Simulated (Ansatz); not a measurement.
# Yb$_{2}$TaGa$_{6}$, a known structure type with other elements, at an estimated volume

```
Ta Ga Yb
1.0
     0.00000    4.37232    4.37232
     4.37232    0.00000    4.37232
     4.37232    4.37232    0.00000
Ta Ga Yb
1 6 2
Direct
  0.50000 0.50000 0.50000
  0.78120 0.21880 0.21880
  0.21880 0.78120 0.21880
  0.21880 0.78120 0.78120
  0.78120 0.21880 0.78120
  0.21880 0.21880 0.78120
  0.78120 0.78120 0.21880
  0.25000 0.25000 0.25000
  0.75000 0.75000 0.75000
```

Method: r2SCAN, with U_eff = 6.95 eV on Yb f (all-electron-ortho-atomic projectors), no spin polarisation; PAW, plane waves to 500 eV, 5×5×5 Γ-centred mesh, gaussian occupations (width 0.1375 eV) (Ansatz 0.2.0), atoms fixed.

**Question.** What happens at the Fermi level?

**Answer.** It is a metal, with about 3.7 states/eV a cell as the mean within 0.25 eV of the Fermi level, mostly Ga p (49 %), Yb d (25 %) and Ta d (18 %).

**Question.** What do density and ELF say about some of the short contacts?

**Answer.** Ta–Ga at 2.46 Å: least valence density 0.49 e/Å³ and ELF 0.43 there. Ga–Ga at 2.71 Å: least valence density 0.27 e/Å³ and ELF 0.47 there. Yb–Ga at 3.10 Å: least valence density 0.13 e/Å³ and ELF 0.09 there. Both are smooth PAW fields, read partly inside the augmentation spheres.

**Question.** Where is the largest force?

**Answer.** The largest is on Ga7 (and as large on other atoms): 1.19 eV/Å, components (0.00, 0.00, 1.19). It makes 180° with the line to a nearest neighbour, Ta1 at 2.46 Å, pointing away from it.

**Question.** Give the Bader charges.

**Answer.** Bader charges in e: Yb +1.28, Ta +0.57, Ga -0.52. In the mean Yb gives up most and Ga takes most.

**Question.** Is the cell too large or too small?

**Answer.** The pressure is 8.0 GPa (compression positive), so with the atoms held at these fractions the cell would first expand; the forces are large, so a full relaxation may end otherwise.

Origin: a known structure type with other elements, at an estimated volume, so it need not be a known compound. Caveats: no spin polarisation, so a magnetic state may lie lower.
